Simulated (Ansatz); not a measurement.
**RbLuO₂, one cell by several methods**

```
Rb Lu O
1.0
     1.70000    0.98150    6.38333
    -1.70000    0.98150    6.38333
     0.00000   -1.96299    6.38333
Rb Lu O
1 1 2
Direct
  0.00000 0.00000 0.00000
  0.50000 0.50000 0.50000
  0.22300 0.22300 0.22300
  0.77700 0.77700 0.77700
```

Atom numbers follow the list: Rb1, Lu2, O3, O4.

The conventional cell has a = 3.400 Å, b = 3.400 Å, c = 19.150 Å, α = 90.00°, β = 90.00°, γ = 120.00°. Rb (atom 1) has 6 O at 2.88 Å as nearest neighbours. Lu (atom 2) has 6 O at 2.24 Å as nearest neighbours. Around O (atom 3) lie 3 Lu at 2.24 Å.

The cell is COD entry 1528053, as deposited and not checked against the literature; nothing was relaxed.

No spin–orbit coupling, which matters for the heavy atoms here.

Methods: DFT, PBEsol, PAW with Ansatz's default frozen-core files, scalar-relativistic (Ansatz 0.2.0); DFT, PBEsol, all-electron LAPW, scalar-relativistic (Ansatz 0.2.0).

For PAW: a Γ-centred 10×10×10 k mesh, Fermi–Dirac smearing of 0.03 eV, cutoff 420 eV, no spin polarisation; the PAW files were made with PBE, and the program remakes their frozen cores for this functional. LAPW targets a basis error of 1 meV/atom. The Ansatz runs share mesh, smearing and spin set-up. Plane-wave (PAW) pressures include the program's estimate of the Pulay term.

Stress and pressure are positive in compression.

Levels count from the top of the valence band.

PAW results:

| quantity | PAW |
| --- | --- |
| pressure (GPa) | 0.99 |
| stress xx (GPa) | 0.40 |
| stress zz (GPa) | 2.16 |
| force on O3, z (eV/Å) | 0.528 |
| band gap (eV) | 3.145 |
| highest filled level at Γ (eV) | 0.000 |
| lowest empty level at Γ (eV) | 3.270 |
| highest filled level at S0 (eV) | -0.719 |
| lowest empty level at S0 (eV) | 4.916 |
| highest filled level at T (eV) | -0.064 |
| lowest empty level at T (eV) | 4.004 |

Task: What does all-electron LAPW give for the same quantities?

Result: 
| quantity | LAPW |
| --- | --- |
| pressure (GPa) | 0.99 |
| stress xx (GPa) | 0.40 |
| stress zz (GPa) | 2.16 |
| force on O3, z (eV/Å) | 0.526 |
| band gap (eV) | 3.148 |
| highest filled level at Γ (eV) | 0.000 |
| lowest empty level at Γ (eV) | 3.274 |
| highest filled level at S0 (eV) | -0.719 |
| lowest empty level at S0 (eV) | 4.920 |
| highest filled level at T (eV) | -0.064 |
| lowest empty level at T (eV) | 4.008 |
